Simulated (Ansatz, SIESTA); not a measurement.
This is a calculation of GaSb3 for Ansatz 0.2.0. Atoms were shifted at random by some hundredths of an Å from the given cell, which wasn't relaxed again for these runs. The cell comes from a database or a generator and needn't be the stable form of this composition.

The input input.yaml:

```yaml
crystal:
  lattice:
    - [0.0, 3.730595, 3.730595]
    - [3.730595, 0.0, 3.730595]
    - [3.730595, 3.730595, 0.0]
  atoms:
    - { symbol: Sb, position: [0.500308, 0.503498, 0.49744] }
    - { symbol: Sb, position: [0.754194, 0.753279, 0.750129] }
    - { symbol: Sb, position: [0.241854, 0.264921, 0.252363] }
    - { symbol: Ga, position: [0.006851, 0.004168, -0.005593] }
kpoints:
  mp_grid: { grid: [6, 6, 6] }
scf:
  occupations: { method: fermi_dirac, width: 0.05 }
hamiltonian:
  xc: pbesol
  pseudopotentials: { kind: all_electron, lapw: { basis_error: 0.001 } }
output:
  forces: true
  stress: true
  eigenvalues: true
  populations: true
```

Potentials or basis: all-electron LAPW, scalar-relativistic.

The run is started by

```bash
$ ansatz run input.yaml --threads 2 --pin off --max-ram 8192MiB --backend cpu --events-out ev --progress --plain --runs-dir out
```

Question: What does the same run look like in SIESTA 5.4.2? Potentials or basis there: files PseudoDojo sr-pbesol-0.4.1-standard, DZP (energy shift 0.003 Ry; two zetas on semicore shells).

Answer: As run (cutoffs and basis follow the program's own potentials, and thresholds, step limits or extra output files can differ):

The input GaSb3.fdf:

```
SystemName                      GaSb3
SystemLabel                     GaSb3
NumberOfSpecies                 2
NumberOfAtoms                   4
%block ChemicalSpeciesLabel
  1  51 Sb
  2  31 Ga
%endblock ChemicalSpeciesLabel

LatticeConstant                 1.0 Ang
%block LatticeVectors
     0.0000000000     3.7305950000     3.7305950000
     3.7305950000     0.0000000000     3.7305950000
     3.7305950000     3.7305950000     0.0000000000
%endblock LatticeVectors
AtomicCoordinatesFormat         Fractional
%block AtomicCoordinatesAndAtomicSpecies
     0.5003080000     0.5034980000     0.4974400000  1  Sb
     0.7541940000     0.7532790000     0.7501290000  1  Sb
     0.2418540000     0.2649210000     0.2523630000  1  Sb
     0.0068510000     0.0041680000    -0.0055930000  2  Ga
%endblock AtomicCoordinatesAndAtomicSpecies

%block kgrid.MonkhorstPack
    6   0   0  0.0
    0   6   0  0.0
    0   0   6  0.0
%endblock kgrid.MonkhorstPack
XC.Functional                   GGA
XC.Authors                      PBEsol
PAO.BasisSize                   DZP
PAO.EnergyShift                 0.003 Ry
Mesh.Cutoff                     800 Ry
OccupationFunction              FD
ElectronicTemperature           0.05 eV
MaxSCFIterations                120
SCF.MustConverge                false
SCF.Mixer.Method                Pulay
SCF.Mixer.Weight                0.25
SCF.Mixer.History               8
SCF.DM.Tolerance                5.0e-05
SCF.H.Tolerance                 1.0e-03 eV
WriteForces                     true
Charge.Mulliken                 end
%block PAO.Basis
  Sb 4
  n=5 0 2
    5.972 0.000
  n=5 1 2
    7.842 0.000
  n=4 2 2
    3.490 0.000
  n=5 2 1
    7.842
  Ga 4
  n=4 0 2
    6.562 0.000
  n=4 1 2
    9.354 0.000
  n=3 2 2
    3.582 0.000
  n=4 2 1
    9.354
%endblock PAO.Basis
```

Potentials or basis: PseudoDojo 0.4 standard (PBEsol files), converted to PSML, two zetas on semicore shells, DZP (energy shift 0.003 Ry; two zetas on semicore shells).

Launch:

```sh
$ siesta < GaSb3.fdf > GaSb3.out 2>&1
```

Both were run:

|  | Ansatz | SIESTA |
| --- | --- | --- |
| Pressure | -3.4 GPa | -2.0 GPa |

Where Ansatz's input types no cutoff or centring, it takes its own default and a Γ-centred mesh.

Pressure is positive in compression.
